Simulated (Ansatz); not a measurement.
AgW:
```xyz
4
Lattice="1.3433 -5.4530 0.0000 1.3433 5.4530 0.0000 0.0000 0.0000 4.4647" Properties=species:S:1:pos:R:3 pbc="T T T"
Ag     1.3433    -2.0126     1.1162
W      1.3433    -4.8102     1.1162
Ag     1.3433     2.0126     3.3485
W      1.3433     4.8102     3.3485
```

Relaxed with PBEsol. Special points in fractions of this cell's reciprocal vectors: Γ (0.000, 0.000, 0.000); Y (-0.500, 0.500, 0.000); C0 (-0.265, 0.735, 0.000); Σ0 (0.265, 0.265, 0.000); Z (0.000, 0.000, 0.500); A0 (0.265, 0.265, 0.500); E0 (-0.265, 0.735, 0.500); T (-0.500, 0.500, 0.500); S (0.000, 0.500, 0.000); R (0.000, 0.500, 0.500).

**Question.** List the band energies nearest the Fermi level at these points for DFT-PBEsol in the program Ansatz with PAW potentials.

**Answer.** In eV from the Fermi level; about four levels below and three above (degenerate sets whole), none deeper than 8.9 eV; points with the same levels are listed once.

```tsv
k	below	above
Γ	-3.79 -2.73 -2.35 -1.96	0.28 0.96 1.39
Y	-2.97 -2.88 -1.89 -1.76	0.97 1.40 2.44
C0	-1.58 -0.53 -0.48 -0.10	0.26 0.61 1.53
Z	-2.39 -2.39 -0.35 -0.35	1.58 1.58 2.51 2.51
A0	-2.12 -2.12 -1.07 -1.07	0.56 0.56 1.57 1.57
T	-2.30 -2.30 -1.55 -1.55	1.77 1.77 3.31 3.31
S	-2.18 -1.79 -1.05 -0.50	0.20 0.32 0.99
R	-2.27 -2.27 -1.19 -1.19	0.25 0.25 2.21 2.21
```

Space group Cmcm. The start of the workflow was typed in or built on a structure type; neither database checked (COD, Materials Project) lists it. Its standing as an ambient phase is unchecked. The PBEsol relaxation kept the symmetry of its start; whether a distortion lowers the energy is not shown. The run is not spin-polarised. Its formation energy is positive at this level, so the cell may be metastable or incomplete. Spin–orbit coupling is left out wherever it is not named.

Potentials: the earlier of the program's two PAW sets. The files were generated under PBE; for other functionals the program regenerates the frozen cores, and for LDA and PBEsol the local potential too.
